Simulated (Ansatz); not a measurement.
Input:

Pb:
Space group I4₁/amd, origin choice 1 (No. 141); a = b = 6.2952 Å, c = 3.3598 Å, α = β = γ = 90.00°

| atom | site | symmetry | x | y | z |
|---|---|---|---|---|---|
| Pb | 4a | -4m2 | 0.0000 | 0.0000 | 0.0000 |
(The calculation used a cell of 2 atoms; values per cell refer to that cell.)

This is the PBE-relaxed structure.

Question: All from the program Ansatz at the PBE level (PAW), unless another level is named. Estimate the density of states at the Fermi level.

Answer: 0.64 states/eV per atom (mean over ±0.08 eV).

Question: Predict the gap with spin–orbit coupling.

Answer: none (metallic).

Space group I4_1/amd (β-Sn type). A made-up cell: these elements were put on the sites of a structure type; neither database checked (COD, Materials Project) lists it. It is not the phase usual at ambient conditions (space group No. 225). The PBE relaxation kept the symmetry of its start; of distortions, only those at the zone centre were tested. Axis ratios of metals converge slowly with the k-mesh, so a and c are less sure than the volume. Scalar-relativistic: spin–orbit coupling is off unless named, which matters more the heavier the elements.

Potentials: the later of the program's two PAW sets.
